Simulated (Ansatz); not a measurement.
A geometry of Ti$_{3}$Al away from equilibrium: step 2 of the relaxation of a generated cell, Ti3Al placed in the AFLOW prototype AB3_mC16_12_g_ij (D0_15, as in AlCl3). Calculation: r2SCAN (plane waves to 500 eV, PAW, scalar-relativistic; Ansatz, a program for electronic structure). Γ-centred k-mesh 7×7×6 on the run's cell (coarser than for final values), Fermi–Dirac smearing 0.05 eV. The plane waves were selected for a different cell earlier on the path.

```yaml
crystal:
  lattice:
    - [2.79085, -4.83311, -0.00123]
    - [2.79085, 4.83311, -0.00123]
    - [-1.81958, 0.00000, 5.43702]
  atoms:
    - { symbol: Al, position: [0.83352, 0.16648, 0.00000] }
    - { symbol: Al, position: [0.16648, 0.83352, 0.00000] }
    - { symbol: Ti, position: [0.24295, 0.24295, 0.25620] }
    - { symbol: Ti, position: [0.75705, 0.75705, 0.74380] }
    - { symbol: Ti, position: [0.92176, 0.58314, 0.25519] }
    - { symbol: Ti, position: [0.41686, 0.07824, 0.74481] }
    - { symbol: Ti, position: [0.07824, 0.41686, 0.74481] }
    - { symbol: Ti, position: [0.58314, 0.92176, 0.25519] }
```

Question: What forces act on the atoms (eV/Å)?

Answer: 
| atom | Fx | Fy | Fz |
|---|---|---|---|
| Al1 | 0.00 | 0.09 | 0.00 |
| Al2 | 0.00 | -0.09 | 0.00 |
| Ti3 | 2.16 | 0.00 | 3.49 |
| Ti4 | -2.16 | 0.00 | -3.49 |
| Ti5 | -1.03 | 1.81 | 3.34 |
| Ti6 | 1.03 | 1.81 | -3.34 |
| Ti7 | 1.03 | -1.81 | -3.34 |
| Ti8 | -1.03 | -1.81 | 3.34 |

The path ends in C2/m (No. 12). No spin polarisation in the result.

The run could not lose the symmetry of its start: the end is stationary, and may be a saddle point rather than a minimum.

The end of the path is a generated cell of Ti3Al: the first start was made by placing the elements on the sites of a structure type, and the end was not matched to a known phase here, so it may be hypothetical. Known forms of Ti3Al include space group No. 194.
